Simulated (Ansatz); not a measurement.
Ansatz input file:

```yaml
crystal:
  lattice:
    - [3.5827789234, 0.0, 0.0]
    - [-1.7913894617, 3.1027775638, 0.0]
    - [0.0, 0.0, 5.8346694133]
  atoms:
    - { symbol: Pt, position: [0.0, 0.0, 0.0] }
    - { symbol: S, position: [0.3333333333, 0.6666666667, 0.2136584235] }
    - { symbol: S, position: [0.6666666667, 0.3333333333, 0.7863415765] }
basis:
  ecutwfc: 500
kpoints:
  mp_grid: { grid: [12, 12, 6] }
hamiltonian:
  xc: r2scan
scf:
  occupations: { method: gaussian, width: 0.02 }
output:
  forces: true
  stress: true
  eigenvalues: true
relax:
  adjacent_minimum: "off"
  f_tol: 0.01
  max_steps: 30
  cell: { stress_tol: 0.1, fix: [volume] }
```

Launched with
```bash
ansatz run input.yaml --threads 1 --pin off --max-ram 2560MiB --backend cpu --events-out ev --progress --plain --runs-dir out
```

Level of theory: DFT r2SCAN, scalar-relativistic, plane waves, PAW in Ansatz 0.2.0.

Abridged output:

```
Pseudopotentials: kind: paw
Pseudopotential: Pt, paw, valence charge 18, recommended cutoff 500 eV (meta_gga)
Pseudopotential: S, paw, valence charge 6, recommended cutoff 500 eV (meta_gga)
Functional definition: r2SCAN
Crystal: 3 atoms, lattice volume = 64.861 Å³
Basis set: ecut = 500 eV, 1665 PW (Γ), exchange–correlation on 108×108×180 points (64 copies of the dense FFT grid, shifted against one another)
Bands: 19, of which v1, the nominal top of the filled ones, is band 15 counted from 1 (14 counted from 0)
Symmetry: 12 space group operations
Space group: P-3m1 (ITA 164), of the structure as read, at distance tolerance 4.0e-5 Å
k-points: 100 of 864
Initial density: superposition of atomic densities (neutral atoms: chi_scale 0, normalization atom), corrected by the library's trained network
Initial wavefunctions: pseudopotential atomic-orbital guess
Functional: x = r2scan, c = r2scan; τ floored in thin density (d = 2e-4 eV/Å³)
SCF iter   1: F=—  HF=-14349.714485 eV  |F-HF|=—  |Δ(HF+E_count)|=         —  Δρ=8.43e-3  dr2=4.83e-2  dr2_τ=8.39e-2  ethr=1.77e-3  ⟨swp⟩=6.1  Hψ=10329  notcnv=0
SCF iter   2: F=—  HF=-14349.744772 eV  |F-HF|=—  |Δ(HF+E_count)|=   3.03e-2  Δρ=4.82e-3  dr2=6.74e-3  dr2_τ=3.22e-3  ethr=1.61e-4  ⟨swp⟩=2.3  Hψ=4038  notcnv=0
SCF iter   3: F=—  HF=-14349.745247 eV  |F-HF|=—  |Δ(HF+E_count)|=   4.75e-4  Δρ=2.75e-3  dr2=1.64e-3  dr2_τ=1.09e-4  ethr=2.25e-5  ⟨swp⟩=2.5  Hψ=2502  notcnv=0
SCF iter   4: F=—  HF=-14349.745751 eV  |F-HF|=—  |Δ(HF+E_count)|=   5.04e-4  Δρ=2.51e-4  dr2=3.03e-5  dr2_τ=2.61e-6  ethr=5.45e-6  ⟨swp⟩=3.0  Hψ=3353  notcnv=0
SCF iter   5: F=—  HF=-14349.745762 eV  |F-HF|=—  |Δ(HF+E_count)|=   1.12e-5  Δρ=6.14e-5  dr2=3.87e-6  dr2_τ=2.52e-7  ethr=1.01e-7  ⟨swp⟩=2.8  Hψ=3585  notcnv=0
SCF iter   6: F=—  HF=-14349.745764 eV  |F-HF|=—  |Δ(HF+E_count)|=   1.33e-6  Δρ=1.37e-5  dr2=1.93e-7  dr2_τ=7.12e-9  ethr=1.29e-8  ⟨swp⟩=2.6  Hψ=2788  notcnv=0
SCF iter   7: F=-14349.745764 eV  HF=-14349.745764 eV  |F-HF|=5.86e-9  |Δ(HF+E_count)|=   1.35e-7  Δρ=3.58e-6  dr2=1.06e-8  dr2_τ=4.74e-10  ethr=3.33e-10  ⟨swp⟩=5.3  Hψ=7609  notcnv=0
SCF 1 converged in 7 iterations: F = -14349.745764 eV  dr2 = 1.06e-8
relax step   1: F+E_penalty+E_count = -14349.74576381 eV  Δ(F+E_penalty+E_count) = +0.000e0 eV  max|allowed force component| = 3.766e-1 eV/Å  Δτ_max = 0.0000 Å  P = -3.621 GPa  Ω = 64.861 Å³  fix = [volume]  reactions: volume -3.621 GPa (7 SCF iters, dr2 threshold 1.00e-7 eV, accepted)
Basis set: ecut = 500 eV, 1677 PW (Γ), exchange–correlation on 108×108×180 points (64 copies of the dense FFT grid, shifted against one another)
Initial density: handed on by an earlier stage of this run
Initial wavefunctions: those handed on with the density
SCF iter   1: F=—  HF=-14349.732981 eV  |F-HF|=—  |Δ(HF+E_count)|=         —  Δρ=3.48e-3  dr2=5.57e-3  dr2_τ=2.68e-2  ethr=1.92e-5  ⟨swp⟩=2.1  Hψ=12542  notcnv=0
SCF iter   2: F=—  HF=-14349.762903 eV  |F-HF|=—  |Δ(HF+E_count)|=   2.99e-2  Δρ=1.94e-3  dr2=1.28e-3  dr2_τ=1.59e-4  ethr=1.86e-5  ⟨swp⟩=3.1  Hψ=3590  notcnv=0
SCF iter   3: F=—  HF=-14349.763147 eV  |F-HF|=—  |Δ(HF+E_count)|=   2.44e-4  Δρ=7.83e-4  dr2=2.35e-4  dr2_τ=2.98e-5  ethr=4.26e-6  ⟨swp⟩=2.9  Hψ=3272  notcnv=0
SCF iter   4: F=—  HF=-14349.763229 eV  |F-HF|=—  |Δ(HF+E_count)|=   8.22e-5  Δρ=1.21e-4  dr2=1.04e-5  dr2_τ=7.37e-7  ethr=7.85e-7  ⟨swp⟩=2.2  Hψ=2720  notcnv=0
SCF iter   5: F=—  HF=-14349.763235 eV  |F-HF|=—  |Δ(HF+E_count)|=   5.67e-6  Δρ=3.86e-5  dr2=1.46e-6  dr2_τ=1.14e-7  ethr=3.48e-8  ⟨swp⟩=2.1  Hψ=2878  notcnv=0
SCF iter   6: F=-14349.763235 eV  HF=-14349.763235 eV  |F-HF|=3.76e-8  |Δ(HF+E_count)|=   7.52e-7  Δρ=9.15e-6  dr2=9.11e-8  dr2_τ=2.04e-9  ethr=1.00e-9  ⟨swp⟩=6.2  Hψ=9183  notcnv=0
SCF 2 converged in 6 iterations: F = -14349.763235 eV  dr2 = 9.11e-8
relax step   2: F+E_penalty+E_count = -14349.76323535 eV  Δ(F+E_penalty+E_count) = -1.747e-2 eV  max|allowed force component| = 1.260e-1 eV/Å  Δτ_max = 0.0426 Å  P = -0.128 GPa  Ω = 64.861 Å³  energy of the carried Pulay correction = +4.212e-18 eV  fix = [volume]  reactions: volume -0.128 GPa (6 SCF iters, dr2 threshold 3.00e-7 eV, accepted)
SCF iter   1: F=—  HF=-14349.763924 eV  |F-HF|=—  |Δ(HF+E_count)|=         —  Δρ=9.97e-4  dr2=4.18e-4  dr2_τ=1.91e-3  ethr=1.25e-6  ⟨swp⟩=2.6  Hψ=12376  notcnv=0
SCF iter   2: F=—  HF=-14349.764985 eV  |F-HF|=—  |Δ(HF+E_count)|=   1.06e-3  Δρ=5.35e-4  dr2=8.29e-5  dr2_τ=9.77e-6  ethr=1.25e-6  ⟨swp⟩=2.0  Hψ=3500  notcnv=0
SCF iter   3: F=—  HF=-14349.764999 eV  |F-HF|=—  |Δ(HF+E_count)|=   1.35e-5  Δρ=1.80e-4  dr2=1.99e-5  dr2_τ=4.53e-6  ethr=2.76e-7  ⟨swp⟩=2.3  Hψ=2993  notcnv=0
SCF iter   4: F=—  HF=-14349.764999 eV  |F-HF|=—  |Δ(HF+E_count)|=   5.49e-7  Δρ=4.46e-5  dr2=1.38e-6  dr2_τ=7.89e-8  ethr=6.64e-8  ⟨swp⟩=2.6  Hψ=2682  notcnv=0
SCF iter   5: F=-14349.765000 eV  HF=-14349.765000 eV  |F-HF|=3.55e-8  |Δ(HF+E_count)|=   3.49e-7  Δρ=1.30e-5  dr2=1.80e-7  dr2_τ=1.01e-8  ethr=1.00e-9  ⟨swp⟩=6.1  Hψ=9197  notcnv=0
SCF 3 converged in 5 iterations: F = -14349.765000 eV  dr2 = 1.80e-7
relax step   3: F+E_penalty+E_count = -14349.76499977 eV  Δ(F+E_penalty+E_count) = -1.764e-3 eV  max|allowed force component| = 2.417e-3 eV/Å  Δτ_max = 0.0080 Å  P = -0.449 GPa  Ω = 64.861 Å³  fix = [volume]  reactions: volume -0.449 GPa (5 SCF iters, dr2 threshold 3.00e-7 eV, accepted)
Initial wavefunctions: pseudopotential atomic-orbital guess (no wavefunctions were taken with the density)
SCF iter   1: F=—  HF=-14349.764919 eV  |F-HF|=—  |Δ(HF+E_count)|=         —  Δρ=1.10e-4  dr2=4.54e-7  dr2_τ=1.10e-6  ethr=2.13e-7  ⟨swp⟩=3.1  Hψ=15684  notcnv=0
SCF iter   2: F=—  HF=-14349.765013 eV  |F-HF|=—  |Δ(HF+E_count)|=   9.44e-5  Δρ=5.54e-5  dr2=1.41e-7  dr2_τ=9.74e-7  ethr=1.51e-9  ⟨swp⟩=2.1  Hψ=3012  notcnv=0
SCF iter   3: F=—  HF=-14349.765022 eV  |F-HF|=—  |Δ(HF+E_count)|=   8.24e-6  Δρ=4.35e-6  dr2=2.63e-8  dr2_τ=2.55e-9  ethr=4.68e-10  ⟨swp⟩=2.0  Hψ=3000  notcnv=0
SCF iter   4: F=—  HF=-14349.765022 eV  |F-HF|=—  |Δ(HF+E_count)|=   1.12e-8  Δρ=3.08e-6  dr2=5.25e-9  dr2_τ=2.07e-9  ethr=8.78e-11  ⟨swp⟩=2.4  Hψ=2551  notcnv=0
SCF iter   5: F=—  HF=-14349.765022 eV  |F-HF|=—  |Δ(HF+E_count)|=   1.40e-8  Δρ=7.90e-7  dr2=1.21e-10  dr2_τ=1.49e-10  ethr=1.75e-11  ⟨swp⟩=2.0  Hψ=2983  notcnv=0
SCF iter   6: F=-14349.765022 eV  HF=-14349.765022 eV  |F-HF|=2.36e-11  |Δ(HF+E_count)|=   1.55e-9  Δρ=1.02e-7  dr2=1.22e-11  dr2_τ=8.66e-13  ethr=1.00e-12  ⟨swp⟩=5.0  Hψ=6839  notcnv=0
SCF 4 converged in 6 iterations: F = -14349.765022 eV  dr2 = 1.22e-11
SCF converged after 6 iterations
Free energy (F): -14349.765022 eV
Harris-Foulkes:  -14349.765022 eV  (|F-HF|=2.36e-11)
Internal energy: -14349.765022 eV  (E = F + TS)
E sigma→0 (E₀):  -14349.765022 eV
Fermi energy:    8.295735 eV
--- Per-component energies (eV) ---
  E_band       = -416.642482
  E_kinetic    = 848.572402
  E_local      = -3818.622233  (includes V_loc(G=0)·N_el)
  E_nonlocal   = 256.594610
  E_hartree    = 1549.420347
  E_xc         = -432.914331
  E_vxc        = -525.928998  (∫ρ·V_xc dr)
  E_paw        = -10697.855098  (= ΣΔE_a)
  E_vpaw       = -306.713713  (= ΣTr[D̂ρ^β])
  E_aug_tail   = 0.000152  (compensation charges beyond the density's cutoff)
  E_vtau       = 30.614722  (kinetic-family band-sum trace: ∫τ·v_τ [+ j·A + Jᵃ·Aᵃ] dr)
  E_ewald      = -2054.509843
  E_core_change = -0.451028  (= ΣΔE_core)
  E_smearing   =  0.000000  (= −TS)
--- Forces (eV/Å), atoms counted from 1 ---
  atom   1  Pt     0.00000000     0.00000000     0.00000000
  atom   2  S      0.00000000     0.00000000    -0.00231757
  atom   3  S      0.00000000     0.00000000     0.00231757
--- Stress (GPa, compression-positive) ---
       -0.466575       0.000000       0.000000
        0.000000      -0.466575       0.000000
        0.000000       0.000000      -0.412165
  P = ⅓ Tr σ = -0.4484 GPa (-4.484 kbar)
--- Band table (eV; the first three rows and the last of 100) ---
  k-point 0: bands = ["-93.3735", "-46.9761", "-46.9761", "-46.8842", "-7.4127", "-4.9737", "1.5103", "1.5103", "1.5748", "4.2302", "4.2302", "6.1818", "7.0286", "7.0286", "7.2651", "10.6795", "10.6795", "13.6475", "13.8194"]
  k-point 1: bands = ["-93.3735", "-46.9761", "-46.9761", "-46.8841", "-7.3950", "-5.0182", "1.5112", "1.5112", "1.6847", "4.2294", "4.2294", "6.1529", "7.0180", "7.0180", "7.1008", "10.7070", "10.7070", "13.6972", "14.1146"]
  k-point 2: bands = ["-93.3735", "-46.9761", "-46.9761", "-46.8841", "-7.3580", "-5.1071", "1.5130", "1.5130", "1.9194", "4.2279", "4.2279", "6.0538", "6.8163", "6.9971", "6.9971", "10.7625", "10.7625", "13.8217", "14.7900"]
  k-point 99: bands = ["-93.3729", "-46.9928", "-46.9928", "-46.8806", "-5.3824", "-5.3824", "1.7575", "1.8989", "1.8989", "3.7324", "3.7324", "4.6361", "4.7953", "6.3884", "6.3884", "9.9158", "9.9158", "15.1104", "16.2386"]
--- Relaxed structure (3 steps of the walk, 3 accepted, 1 SCFs on fresh bases) ---
  F+E_penalty+E_count = -14349.76502162 eV   max|allowed force component| = 2.318e-3 eV/Å   (the final SCF, on the basis selected at the relaxed cell)
  cell:  # Å, volume = 64.8615 Å³
    - [3.54783623, 0.0, 0.0]
    - [-1.77391811, 3.07251630, 0.0]
    - [0.0, 0.0, 5.95016687]
  atoms:
    - { symbol: Pt, position: [0.0, 0.0, 0.0] }
    - { symbol: S, position: [0.33333333, 0.66666666, 0.20774096] }
    - { symbol: S, position: [0.66666666, 0.33333333, 0.79225903] }
```

The relaxation met its thresholds.

It took 54 s on 1 thread of Arm Neoverse V2, with other jobs on the host, peak memory 0.57 GiB.

Spin–orbit coupling is left out, which can shift energies with elements as heavy as these. The cell holds layers, and r2SCAN describes their binding at middle range but leaves out its long-range dispersion part.